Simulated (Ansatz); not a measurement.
TaW (rock salt, space group No. 225) under volume change, PBEsol (plane waves, PAW; program Ansatz), scaled uniformly.

| V (Å³/atom) | E − E(relaxed) (meV/atom) | P (GPa) |
|---|---|---|
| 17.062 | 107.2 | 22.04 |
| 17.625 | 45.1 | 13.54 |
| 18.187 | 10.7 | 6.25 |
| 18.750 | 0.0 | 0.00 |
| 19.312 | 9.7 | -5.38 |
| 19.875 | … | … |
| 20.437 | … | … |

### Question
Fill in the missing entries.

### Answer

- 19.875, E − E(relaxed) (meV/atom): 36.9
- 19.875, P (GPa): -10.01
- 20.437, E − E(relaxed) (meV/atom): 79.2
- 20.437, P (GPa): -13.99

### Question
What does a third-order Birch–Murnaghan fit give for V₀, B₀ and B′?

### Answer
V₀ = 18.75 Å³/atom, B₀ = 193 GPa, B′ = 4.0.

Space group Fm-3m (rock salt). The start of the workflow was typed in or built on a structure type; neither database checked (COD, Materials Project) lists it. Its standing as an ambient phase is unchecked. The cell was relaxed with PBEsol under the symmetry of its start. At this level the phase is mechanically unstable. No spin polarisation was allowed. Its formation energy is positive at this level, so the cell may be metastable or incomplete. Scalar-relativistic: spin–orbit coupling is off unless named, which matters more the heavier the elements.

Potentials: the later of the program's two PAW sets.
